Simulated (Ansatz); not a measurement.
Input:

In3SbTe2:
```cif
data_In3SbTe2
_chemical_formula_sum 'In3 Sb1 Te2'
_space_group_name_H-M_alt 'P 1'
_space_group_IT_number 1
_cell_length_a 7.40807
_cell_length_b 7.40807
_cell_length_c 7.40807
_cell_angle_alpha 146.413
_cell_angle_beta 131.896
_cell_angle_gamma 59.945
loop_
_space_group_symop_operation_xyz
  'x, y, z'
loop_
_atom_site_label
_atom_site_type_symbol
_atom_site_fract_x
_atom_site_fract_y
_atom_site_fract_z
_atom_site_occupancy
In1 In 0.00000 0.00000 0.00000 1
In2 In 0.65959 0.65959 0.00000 1
In3 In 0.34041 0.34041 0.00000 1
Sb1 Sb 0.50000 0.00000 0.50000 1
Te1 Te 0.17121 0.67121 0.50000 1
Te2 Te 0.82879 0.32879 0.50000 1
```

This is the LDA-relaxed structure.

All from the program Ansatz at the LDA level (PAW), unless another level is named. Estimate the electronic character.

metallic (no gap).

And the formation energy from the elements (no fitted shifts)?

-0.22 eV/atom.

Next, the density of states at the Fermi level?

0.29 states/eV per atom (mean over ±0.08 eV).

Space group Immm. The workflow started from a Materials Project entry (that database holds measured and hypothetical structures alike); the Crystallography Open Database copy checked does not list it. Its standing as an ambient phase is unchecked. The cell was relaxed with LDA under the symmetry of its start; whether a distortion lowers the energy is not shown. The references are the lowest solids computed at this level, not always the standard phases. Spin–orbit coupling is left out wherever it is not named.

Potentials: the later of the program's two PAW sets.
